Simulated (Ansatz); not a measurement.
Given:

CdI₂:
```
CELL_PARAMETERS angstrom
      2.08180     1.20193    19.97008
     -2.08180     1.20193    19.97008
      0.00000    -2.40386    19.97008
ATOMIC_POSITIONS crystal
  Cd 0.55554 0.55554 0.55554
  Cd 0.44446 0.44446 0.44446
  Cd 0.00000 0.00000 0.00000
  I  0.63843 0.63843 0.63843
  I  0.36157 0.36157 0.36157
  I  0.86065 0.86065 0.86065
  I  0.13935 0.13935 0.13935
  I  0.74955 0.74955 0.74955
  I  0.25045 0.25045 0.25045
```

This is the LDA-relaxed structure. x, y and z are the axes in which the lattice vectors are written.

Q: All from LDA in the plane-wave PAW code Ansatz, unless another level is named. Estimate the hole effective mass.

A: 0.30, 1.8, 4.2 mₑ (principal values).

Q: Next, the HSE06 gap on the LDA cell?

A: 3.26 eV.

Q: Predict the band gap.

A: 2.12 eV (indirect).

Q: And the valence-band maximum?

A: off the standard path, at k = (0.323, 0.443, 0.443) in fractions of the reciprocal vectors.

Q: And the conduction-band minimum?

A: off the standard path, at k = (0.089, -0.378, -0.378) in fractions of the reciprocal vectors.

Space group R-3m. The workflow started from a Materials Project entry (that database holds measured and hypothetical structures alike); the Crystallography Open Database files this formula in space group No. 166, but the cells were not matched. Whether it is the stable phase at ambient conditions was not checked. The LDA relaxation kept the symmetry of its start; whether a distortion lowers the energy is not shown. A crystal of weakly bound layers computed without a dispersion correction: the cell and the soft elastic constants depend strongly on that. Spin–orbit coupling is left out wherever it is not named.

Potentials: the later of the program's two PAW sets.
